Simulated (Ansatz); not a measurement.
Relaxed LiH (rock salt):

```xyz
4
Lattice="0.0000 4.0071 4.0071 2.0036 0.0000 2.0036 2.0036 2.0036 0.0000" Properties=species:S:1:pos:R:3 pbc="T T T"
H      0.0000     0.0000     0.0000
H      2.0036     2.0036     4.0071
Li     2.0036     2.0036     2.0036
Li     2.0036     4.0071     4.0071
```

The atoms are displaced by Q × the pattern below (from a DFPT mode at L = (0.5, 0.0, 0.0), largest move 1; Q in Å), at fixed cell. It is one choice among 2 degenerate patterns. (q is in reciprocal vectors of the primitive cell; the cell shown is doubled to hold the pattern.)

| atom | x | y | z |
|---|---|---|---|
| Li3 | -0.285 | 0.520 | -0.805 |
| Li4 | 0.285 | -0.520 | 0.805 |

Atoms not listed stay in place.

Computed with PBE (plane waves to 420 eV, PAW, scalar-relativistic; Ansatz, a quantum-chemistry and plane-wave program). k mesh 7×14×14 (Γ-centred), Fermi-Dirac smearing 0.05 eV. The energy includes the smearing's −TS. Compression counts positive. LiH was relaxed with its symmetry unable to fall. ΔE is measured from the undisplaced structure.

| Q (Å) | P (GPa) | ΔE (eV/cell) |
|---|---|---|
| -0.100 | 0.19 | ___ |
| -0.083 | 0.13 | ___ |
| -0.067 | 0.08 | 0.0084 |
| -0.050 | 0.05 | 0.0047 |
| -0.033 | 0.02 | ___ |
| -0.017 | 0.00 | 0.0005 |
| 0.000 | 0.00 | 0.0000 |
| 0.017 | 0.00 | 0.0005 |
| 0.033 | 0.02 | ___ |
| 0.050 | 0.05 | 0.0047 |
| 0.067 | 0.08 | 0.0084 |
| 0.083 | 0.13 | ___ |
| 0.100 | 0.19 | ___ |

**Question.** Complete the blanks.

**Answer.** 
- -0.100, ΔE (eV/cell): 0.0189
- -0.083, ΔE (eV/cell): 0.0131
- -0.033, ΔE (eV/cell): 0.0021
- 0.033, ΔE (eV/cell): 0.0021
- 0.083, ΔE (eV/cell): 0.0131
- 0.100, ΔE (eV/cell): 0.0189

(For displaced atoms, the force is minus the slope of the energy, and its curvature is a force constant, which sets phonon frequencies.)
